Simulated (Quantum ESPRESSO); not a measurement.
```
CELL_PARAMETERS angstrom
      3.10739     0.00000     0.00000
     -1.55369     2.69108     0.00000
      0.00000     0.00000    14.79612
ATOMIC_POSITIONS crystal
  Si 0.33333 0.66667 0.83360
  Si 0.66667 0.33333 0.33360
  Si 0.66667 0.33333 0.66711
  Si 0.33333 0.66667 0.16711
  Si 0.00000 0.00000 0.50023
  Si 0.00000 0.00000 0.00023
  C  0.00000 0.00000 0.87373
  C  0.00000 0.00000 0.37373
  C  0.33333 0.66667 0.70748
  C  0.66667 0.33333 0.20748
  C  0.66667 0.33333 0.54096
  C  0.33333 0.66667 0.04096
```
The cell was made here from a computed Materials Project entry: strained by -2 % along the unique axis and by +1 % across it, atoms relaxed (PBE without dispersion, pw.x of a modified build of Quantum ESPRESSO, symmetry kept). The parent is SiC in P6₃mc, a polytype of 6 double layers. Stability against distortions was not tested.

A lattice sum over point charges, one formal value an element (Si +4, C -4), with no Sternheimer factor, costs far less than a self-consistent run. Taken along the main axis of each site's self-consistent tensor, it gives:

```
site               V along that axis, point charges (a.u.)
-----------------  ---------------------------------------
Si1 (atoms 1, 2)                                    -0.003
Si2 (atoms 3, 4)                                     0.003
Si3 (atoms 5, 6)                                     0.003
C1 (atoms 7, 8)                                     -0.006
C2 (atoms 9, 10)                                    -0.003
C3 (atoms 11, 12)                                    0.006
```

How do the values of PBE PAW (JTH datasets; density from pw.x of Quantum ESPRESSO, gradients reconstructed from it by a script) compare?


```csv
site,"Vzz, PAW (a.u.)",PAW over point charges
Si1,-0.020,–
Si2,-0.027,-8.0
Si3,-0.063,–
C1,-0.021,3.7
C2,-0.045,15
C3,-0.040,-7.0
```
Along that axis the sign differs on Si2, C3.  Cores are frozen. Against all-electron runs on small test molecules, this scheme's |Vzz| missed by −6 % on Si, +9 % on C.
